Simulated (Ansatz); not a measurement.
A relaxed structure of ZnO. Space group P6₃mc (No. 186), AFLOW prototype AB_hP12_186_a2b_a2b (B6, as in SiC). Computed with r2SCAN (plane waves to 500 eV, PAW, scalar-relativistic; Ansatz, a first-principles code).

```cif
data_O6Zn6
_chemical_formula_sum 'Zn6 O6'
_space_group_name_H-M_alt 'P63mc'
_space_group_IT_number 186
_space_group_name_Hall 'P 6c -2c'
_cell_length_a 3.22386
_cell_length_b 3.22386
_cell_length_c 15.73165
_cell_angle_alpha 90.000
_cell_angle_beta 90.000
_cell_angle_gamma 120.000
loop_
_atom_site_label
_atom_site_type_symbol
_atom_site_symmetry_multiplicity
_atom_site_Wyckoff_symbol
_atom_site_fract_x
_atom_site_fract_y
_atom_site_fract_z
_atom_site_occupancy
Zn1 Zn 2 a 0.00000 0.00000 0.49993 1
Zn2 Zn 2 b 0.33333 0.66667 0.33344 1
Zn3 Zn 2 b 0.66667 0.33333 0.16665 1
O1 O 2 a 0.00000 0.00000 0.37467 1
O2 O 2 b 0.33333 0.66667 0.20791 1
O3 O 2 b 0.66667 0.33333 0.04111 1
```

```json
{
 "volume_per_atom": "11.80 Å³",
 "density": "5.73 g/cm³",
 "band_gap": "1.16 eV, direct at Γ (no spin-orbit coupling)",
 "shortest_distances": "O–Zn 1.97 Å; O–O 3.21 Å; Zn–Zn 3.21 Å",
 "k-mesh": "10×10×2"
}
```

Band energies at high-symmetry points (eV from the VBM; labels of this space group; no spin-orbit coupling), from −5 eV up to 6.2 eV:

| point | energies |
|---|---|
| Γ | -4.55 -4.55 -4.54 -4.54 -4.51 -4.51 -4.50 -4.50 -4.44 -4.44 -4.41 -4.41 -4.16 -3.16 -3.12 -1.41 -1.38 -0.83 -0.83 -0.62 -0.62 -0.60 -0.60 -0.21 -0.21 -0.19 -0.19 -0.03 0.00 0.00 1.16 2.70 2.80 4.81 4.92 6.06 |
| M | -5.00 -4.98 -4.55 -4.51 -4.43 -4.43 -4.42 -4.41 -4.41 -4.40 -4.38 -4.35 -4.31 -4.30 -4.10 -4.07 -3.83 -3.71 -3.36 -3.33 -2.61 -2.36 -2.31 -1.95 -1.91 -1.89 -1.55 -1.27 -1.19 -1.17 -0.96 -0.84 5.93 |
| K | -4.99 -4.99 -4.95 -4.82 -4.80 -4.80 -4.63 -4.63 -4.63 -4.60 -4.56 -4.56 -4.51 -4.51 -4.48 -4.18 -4.16 -4.16 -4.06 -4.06 -4.06 -3.89 -3.66 -3.66 -3.06 -3.06 -2.69 -2.48 -2.23 -2.23 -1.77 -1.77 -1.66 -1.44 -1.41 -1.41 |
| A | -4.55 -4.55 -4.55 -4.55 -4.51 -4.51 -4.51 -4.51 -4.42 -4.42 -4.42 -4.42 -3.85 -3.85 -2.28 -2.28 -0.77 -0.77 -0.77 -0.77 -0.55 -0.55 -0.40 -0.40 -0.40 -0.40 -0.05 -0.05 -0.05 -0.05 1.75 1.75 3.83 3.83 5.70 5.70 |
| L | -4.53 -4.53 -4.43 -4.43 -4.42 -4.42 -4.41 -4.41 -4.36 -4.36 -4.30 -4.30 -4.09 -4.09 -3.77 -3.77 -3.36 -3.36 -2.47 -2.47 -2.20 -2.20 -1.81 -1.81 -1.53 -1.53 -1.06 -1.06 -0.93 -0.93 5.94 5.94 |
| H | -4.98 -4.98 -4.90 -4.90 -4.85 -4.85 -4.61 -4.61 -4.61 -4.61 -4.57 -4.57 -4.45 -4.45 -4.35 -4.35 -4.23 -4.23 -4.02 -4.02 -3.95 -3.95 -3.67 -3.67 -3.05 -3.05 -2.60 -2.60 -2.28 -2.28 -1.69 -1.69 -1.54 -1.54 -1.46 -1.46 |

No spin polarisation in the result.

The run could not lose the symmetry of its start.

The first start was generated by placing the elements on the sites of a structure type. A measured structure of ZnO has the same space group, P6₃mc (No. 186); the sites were not compared with it.
